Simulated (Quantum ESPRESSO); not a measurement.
# Al2Os2InSnNbSc: input and log of a self-consistent run

Computed values, not a measurement. The program is pw.x of Quantum ESPRESSO 7.5 (plane-wave density functional theory). The cell is made up: eight metal atoms on a face-centred cubic lattice, with elements, volume, strain and displacements drawn at random and not relaxed, so it may be unstable or far from any real phase. PseudoDojo standard norm-conserving files set the functional (PBE unless stated); there is no spin polarisation or spin-orbit coupling, the Fermi-Dirac width of 0.25 eV means electrons at about 2900 K, and the masses in the input are unused placeholders. The tin pseudopotential is less sure than most, with forces differing by about three percent from a second method on plain tin. Heavy elements are run without spin-orbit coupling, which real alloys of them have. A spin test at this wide smearing found no moment, but such smearing suppresses magnetism that the real alloy may have.

Input:

```
&control calculation='scf', pseudo_dir='./dojo.nc.sr.pbe.v0_5.standard.upf', outdir='./o', disk_io='minimal', tprnfor=.true., tstress=.true. /
&system ibrav=0, nat=8, ntyp=6, nbnd=58, ecutwfc=84.00895049, nosym=.true., tot_charge=0,
 occupations='smearing', smearing='fd', degauss=0.0183746611
/
&electrons conv_thr=1.470e-08, electron_maxstep=70, mixing_beta=0.5 /
ATOMIC_SPECIES
Al 1.0 Al.upf
In 1.0 In.upf
Nb 1.0 Nb.upf
Os 1.0 Os.upf
Sc 1.0 Sc.upf
Sn 1.0 Sn.upf
CELL_PARAMETERS angstrom
0.0 4.1215 0.0
-4.1215 0.0 -4.1215
-4.1215 0.0 4.1215
ATOMIC_POSITIONS angstrom
Al -0.0802 -0.0879 0.0984
Al -2.0668 0.09 1.95
Os -1.9874 0.0497 -1.9926
Os -4.167 -0.023 0.0486
In -1.9953 2.057 0.0254
Sn -4.1916 2.1595 1.9956
Nb -4.045 1.9731 -2.2083
Sc -6.2954 2.0583 -0.0431
K_POINTS automatic
6 4 4 1 1 1
```

The log is shortened where brackets say so; the opening notice, blank lines, dates and the lines on written files are dropped, and the path of the files is cut. It prints rydbergs, bohrs and kilobars, and counts compression as positive stress. Its total energy is the free energy E - TS of the whole cell.

```
     Program PWSCF v.7.5
     Parallel version (MPI & OpenMP), running on       4 processor cores
     Number of MPI processes:                 4
     Threads/MPI process:                     1
     [start-up lines left out]
     bravais-lattice index     =            0
     lattice parameter (alat)  =       7.7885  a.u.
     unit-cell volume          =     944.9145 (a.u.)^3
     number of atoms/cell      =            8
     number of atomic types    =            6
     number of electrons       =        89.00
     number of Kohn-Sham states=           58
     kinetic-energy cutoff     =      84.0090  Ry
     charge density cutoff     =     336.0358  Ry
     scf convergence threshold =      1.5E-08
     mixing beta               =       0.5000
     number of iterations used =            8  plain     mixing
     Exchange-correlation= PBE
                           (   1   4   3   4   0   0   0)
     [axes and pseudopotential details left out]
   Cartesian axes
     site n.     atom                  positions (alat units)
         1        Al     tau(   1) = (  -0.0194589  -0.0213272   0.0238748  )
         2        Al     tau(   2) = (  -0.5014679   0.0218367   0.4731287  )
         3        Os     tau(   3) = (  -0.4822031   0.0120587  -0.4834648  )
         4        Os     tau(   4) = (  -1.0110397  -0.0055805   0.0117918  )
         5        In     tau(   5) = (  -0.4841199   0.4990901   0.0061628  )
         6        Sn     tau(   6) = (  -1.0170084   0.5239597   0.4841926  )
         7        Nb     tau(   7) = (  -0.9814388   0.4787335  -0.5358001  )
         8        Sc     tau(   8) = (  -1.5274536   0.4994056  -0.0104574  )
     number of k points=    48  Fermi-Dirac smearing, width (Ry)=  0.0184
                       cart. coord. in units 2pi/alat
        k(    1) = (  -0.1250000   0.0833333   0.0000000), wk =   0.0416667
        k(    2) = (  -0.2500000   0.0833333   0.1250000), wk =   0.0416667
     [further k points left out]
     Dense  grid:    98229 G-vectors     FFT dimensions: (  45,  72,  72)
     Estimated max dynamical RAM per process >     310.92 MB
     Estimated total dynamical RAM >       1.14 GB
     Initial potential from superposition of free atoms
     starting charge      88.9843, renormalised to      89.0000
     Starting wfcs are   66 randomized atomic wfcs
     total cpu time spent up to now is        3.8 secs
     per-process dynamical memory:   232.8 Mb
     Self-consistent Calculation
     iteration #  1     ecut=    84.01 Ry     beta= 0.50
     Davidson diagonalization with overlap
     ethr =  1.00E-02,  avg # of iterations =  2.9
     total cpu time spent up to now is       10.3 secs
     total energy              =    -925.34397302 Ry
     estimated scf accuracy    <       0.95022045 Ry
     iteration #  2     ecut=    84.01 Ry     beta= 0.50
     Davidson diagonalization with overlap
     ethr =  1.07E-03,  avg # of iterations =  4.0
     total cpu time spent up to now is       17.8 secs
     total energy              =    -924.69531084 Ry
     estimated scf accuracy    <      13.50422331 Ry
     iteration #  3     ecut=    84.01 Ry     beta= 0.50
     Davidson diagonalization with overlap
     ethr =  1.07E-03,  avg # of iterations =  2.6
     total cpu time spent up to now is       24.3 secs
     total energy              =    -925.79495649 Ry
     estimated scf accuracy    <       0.38431519 Ry
     iteration #  4     ecut=    84.01 Ry     beta= 0.50
     Davidson diagonalization with overlap
     ethr =  4.32E-04,  avg # of iterations =  2.1
     total cpu time spent up to now is       30.0 secs
     total energy              =    -925.82823312 Ry
     estimated scf accuracy    <       0.06631325 Ry
     iteration #  5     ecut=    84.01 Ry     beta= 0.50
     Davidson diagonalization with overlap
     ethr =  7.45E-05,  avg # of iterations =  2.6
     total cpu time spent up to now is       36.4 secs
     total energy              =    -925.82826855 Ry
     estimated scf accuracy    <       0.10596765 Ry
     [iterations 6 to 8 left out]
     iteration #  9     ecut=    84.01 Ry     beta= 0.50
     Davidson diagonalization with overlap
     ethr =  3.09E-07,  avg # of iterations =  5.8
     total cpu time spent up to now is       62.3 secs
     total energy              =    -925.84098987 Ry
     estimated scf accuracy    <       0.00003290 Ry
     iteration # 10     ecut=    84.01 Ry     beta= 0.50
     Davidson diagonalization with overlap
     ethr =  3.70E-08,  avg # of iterations =  2.3
     total cpu time spent up to now is       68.2 secs
     total energy              =    -925.84099343 Ry
     estimated scf accuracy    <       0.00000169 Ry
     iteration # 11     ecut=    84.01 Ry     beta= 0.50
     Davidson diagonalization with overlap
     ethr =  1.90E-09,  avg # of iterations =  4.9
     total cpu time spent up to now is       75.5 secs
     total energy              =    -925.84099382 Ry
     estimated scf accuracy    <       0.00000020 Ry
     iteration # 12     ecut=    84.01 Ry     beta= 0.50
     Davidson diagonalization with overlap
     ethr =  2.27E-10,  avg # of iterations =  2.0
     total cpu time spent up to now is       81.8 secs
     total energy              =    -925.84099386 Ry
     estimated scf accuracy    <       0.00000006 Ry
     iteration # 13     ecut=    84.01 Ry     beta= 0.50
     Davidson diagonalization with overlap
     ethr =  7.02E-11,  avg # of iterations =  2.0
     total cpu time spent up to now is       87.8 secs
     End of self-consistent calculation
     [lines on levels left out]
!    total energy              =    -925.84099386 Ry
     estimated scf accuracy    <       0.00000001 Ry
     smearing contrib. (-TS)   =      -0.10628110 Ry
     internal energy E=F+TS    =    -925.73471276 Ry
     The total energy is F=E-TS. E is the sum of the following terms:
     one-electron contribution =    -282.83340745 Ry
     hartree contribution      =     193.86926780 Ry
     xc contribution           =    -213.76158778 Ry
     ewald contribution        =    -623.00898532 Ry
     convergence has been achieved in  13 iterations
     Forces acting on atoms (cartesian axes, Ry/au):
     atom    1 type  1   force =     0.01342694    0.02347253   -0.02171399
     atom    2 type  1   force =     0.00547846   -0.01949866    0.02269094
     atom    3 type  4   force =    -0.04751112   -0.00140617   -0.02509456
     atom    4 type  4   force =    -0.00574763    0.01100558   -0.03627418
     atom    5 type  2   force =    -0.05779724    0.00326729   -0.03263107
     atom    6 type  6   force =    -0.00430175   -0.02141506   -0.02341210
     atom    7 type  3   force =     0.03200322    0.00455627    0.11987136
     atom    8 type  5   force =     0.06444912    0.00001820   -0.00343639
     Total force =     0.177504     Total SCF correction =     0.000420
     Computing stress (Cartesian axis) and pressure
          total   stress  (Ry/bohr**3)                   (kbar)     P=       41.42
   0.00037046   0.00000698  -0.00031655           54.50        1.03      -46.57
   0.00000698  -0.00008129  -0.00004007            1.03      -11.96       -5.89
  -0.00031655  -0.00004007   0.00055554          -46.57       -5.89       81.72
     init_run     :      3.56s CPU      3.65s WALL (       1 calls)
     electrons    :     83.85s CPU     84.06s WALL (       1 calls)
     forces       :      1.16s CPU      1.17s WALL (       1 calls)
     stress       :      4.04s CPU      4.14s WALL (       1 calls)
     [timing details left out]
     PWSCF        :   1m32.76s CPU   1m33.21s WALL
     JOB DONE.
```

In other units: free energy -12596.708 eV for the cell, pressure 4.14 GPa, largest force component 3.082 eV/Å in size. The run took 95 s of wall time with four MPI processes on a shared machine (AMD EPYC, Zen 5, virtual cores), so the time is rough. A rerun of this cell at a higher cutoff and on a denser mesh moved values by no more than 0.006 eV in energy, 0.05 GPa in stress and 0.009 eV/Å in force, and a second program with other atomic files agreed on that cell to 2 % rms in force and 0.5 GPa in pressure.